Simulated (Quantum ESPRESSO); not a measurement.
Band energies of SnO$_{2}$

```
SnO2
1.0
    4.76648     0.00000     0.00000
    0.00000     4.76648     0.00000
    0.00000     0.00000     3.21206
O Sn
4 2
Direct
  0.80630   0.80630   0.50000
  0.19370   0.19370   0.50000
  0.30630   0.69370   0.00000
  0.69370   0.30630   0.00000
  0.00000   0.00000   0.00000
  0.50000   0.50000   0.50000
```

PBE (Quantum ESPRESSO, PseudoDojo norm-conserving, 84 Ry, without SOC); path ΓXMΓZRAZ,XR,MA; energies in eV from the valence-band maximum.

```
k (1/Å)  point  band 22  band 23  band 24  band 25  band 26  band 27  band 28  band 29
-------  -----  -------  -------  -------  -------  -------  -------  -------  -------
0.00         Γ    -1.26    -1.26    -0.77    -0.77     0.00     1.03     5.96     6.23
0.44              -1.64    -1.24    -1.21    -0.70    -0.43     2.98     5.16     6.70
0.66         X    -1.95    -1.22    -1.22    -0.62    -0.62     4.21     4.21     6.98
0.88              -1.95    -1.25    -1.25    -0.69    -0.69     4.31     4.31     7.09
1.32         M    -1.95    -1.34    -1.34    -0.88    -0.88     4.61     4.61     7.38
1.88              -1.62    -1.29    -1.21    -0.80    -0.33     2.59     5.41     6.68
2.25         Γ    -1.26    -1.26    -0.77    -0.77     0.00     1.03     5.96     6.23
2.64              -2.42    -2.32    -0.78    -0.78    -0.32     2.95     6.54     7.67
3.23         Z    -2.62    -1.60    -1.60    -1.22    -1.22     5.93     5.93     9.62
3.56              -1.81    -1.38    -1.38    -1.11    -1.11     6.04     6.04     8.67
3.89         R    -1.71    -1.07    -1.07    -0.73    -0.73     6.20     6.20     7.91
4.38              -1.83    -0.99    -0.99    -0.85    -0.85     4.81     4.81     8.78
4.55         A    -2.41    -0.94    -0.94    -0.81    -0.81     4.65     4.65     8.82
4.70              -1.62    -1.00    -0.98    -0.86    -0.83     4.77     4.82     8.64
5.01              -1.24    -1.23    -1.21    -1.03    -1.01     5.42     5.96     7.88
5.48         Z    -2.62    -1.60    -1.60    -1.22    -1.22     5.93     5.93     9.62
5.48         X    -1.95    -1.22    -1.22    -0.62    -0.62     4.21     4.21     6.98
5.64              -1.96    -1.32    -1.32    -0.65    -0.65     4.38     4.38     7.24
5.97              -1.59    -1.31    -1.31    -0.81    -0.81     5.32     5.32     8.62
6.46         R    -1.71    -1.07    -1.07    -0.73    -0.73     6.20     6.20     7.91
6.46         M    -1.95    -1.34    -1.34    -0.88    -0.88     4.61     4.61     7.38
6.62              -2.30    -1.16    -1.16    -0.87    -0.87     4.68     4.68     7.58
6.95              -2.63    -0.87    -0.87    -0.84    -0.84     4.90     4.90     8.65
7.43         A    -2.41    -0.94    -0.94    -0.81    -0.81     4.65     4.65     8.82
```

The PBE gap is direct, 1.03 eV at Γ.

Spin-orbit splittings are left out.

Geometry relaxed with PBEsol.
